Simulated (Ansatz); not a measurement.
**How far is PAW off for AgPt3?**

```
Ag Pt
1.0
     3.90000    0.00000    0.00000
     0.00000    3.90000    0.00000
     0.00000    0.00000    3.82200
Ag Pt
1 3
Direct
  0.00000 0.00000 0.00000
  0.00000 0.50000 0.50000
  0.50000 0.00000 0.50000
  0.50000 0.50000 0.00000
```

Atom numbers follow the list: Ag1, Pt2, Pt3, Pt4.

The cell is COD entry 1509516, as deposited and not checked against the literature; nothing was relaxed. It is an old determination, and later ones may differ. The listed cell was then made from it by scaling, straining or moving an atom.

Spin polarisation is left out, and whether a magnetic state lies lower isn't shown here.

Spin–orbit coupling is left out, though it moves levels of the heavy atoms by tenths of an eV or more.

Methods: DFT, LDA, PAW with Ansatz's default frozen-core files, scalar-relativistic (Ansatz 0.2.0); DFT, LDA, all-electron PAW with datasets made for the crystal, scalar-relativistic (Ansatz 0.2.0); DFT, LDA, all-electron LAPW, scalar-relativistic (Ansatz 0.2.0).

For PAW: a Γ-centred 9×9×9 k mesh, Fermi–Dirac smearing of 0.08 eV, cutoff 420 eV, no spin polarisation; the PAW files were made with PBE, and the program remakes their frozen cores for this functional. The crystal-made all-electron datasets (AE datasets) take a cutoff of 280 eV at this cell. LAPW targets a basis error of 0.5 meV/atom. The Ansatz runs share mesh, smearing and spin set-up. Plane-wave (PAW) pressures include the program's estimate of the Pulay term.

Stress and pressure are positive in compression.

No spin–orbit coupling: at heavy atoms the gradients can be off by tens of per cent for that reason.

In a metal, gradients converge slowly with the k mesh: the values move by tens of per cent from one mesh to another, at times in sign, so only the comparison on one mesh counts.

```tsv
quantity	PAW	AE datasets	LAPW
pressure (GPa)	8.17	8.19	8.19
stress xx (GPa)	7.40	7.41	7.41
stress zz (GPa)	9.72	9.74	9.73
largest principal field gradient Vzz at Pt2 (10²¹ V/m²)	1.21	1.20	–
```

PAW's pressure differs from the LAPW value by -0.02 GPa.
